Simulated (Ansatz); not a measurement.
SiBCN:
```cif
data_C3B3N3Si3
_chemical_formula_sum 'B3 N3 Si3 C3'
_space_group_name_H-M_alt 'R3m :H'
_space_group_IT_number 160
_space_group_name_Hall 'R 3 -2"'
_cell_length_a 2.83027
_cell_length_b 2.83027
_cell_length_c 13.92581
_cell_angle_alpha 90.000
_cell_angle_beta 90.000
_cell_angle_gamma 120.000
loop_
_atom_site_label
_atom_site_type_symbol
_atom_site_symmetry_multiplicity
_atom_site_Wyckoff_symbol
_atom_site_fract_x
_atom_site_fract_y
_atom_site_fract_z
_atom_site_occupancy
B1 B 3 a 0.00000 0.00000 0.99432 1
N1 N 3 a 0.00000 0.00000 0.11874 1
Si1 Si 3 a 0.00000 0.00000 0.50421 1
C1 C 3 a 0.00000 0.00000 0.63276 1
```
(The calculation used a cell of 4 atoms; values per cell refer to that cell.)

Relaxed with PBEsol.

Question: Decompose the optical modes at the zone centre into irreducible representations, and say which are infrared and Raman allowed.

Answer: Point group 3m: Γ_opt = 3A1 + 3E. Infrared: A1, E. Raman: A1, E.

Question: Assign frequencies (DFPT, PBEsol in the plane-wave PAW code Ansatz; without the LO–TO term).

Answer: E 296, A1 592, E 747, A1 787, E 936, A1 973 cm⁻¹.

The start of the workflow was typed in or built on a structure type; neither database checked (COD, Materials Project) lists it. Its standing as an ambient phase is unchecked. The cell was relaxed with PBEsol under the symmetry of its start; whether a distortion lowers the energy is not shown. The volume moved by -19 % from the start of the relaxation.

Potentials: the earlier of the program's two PAW sets. The files were generated under PBE; for other functionals the program regenerates the frozen cores, and for LDA and PBEsol the local potential too.
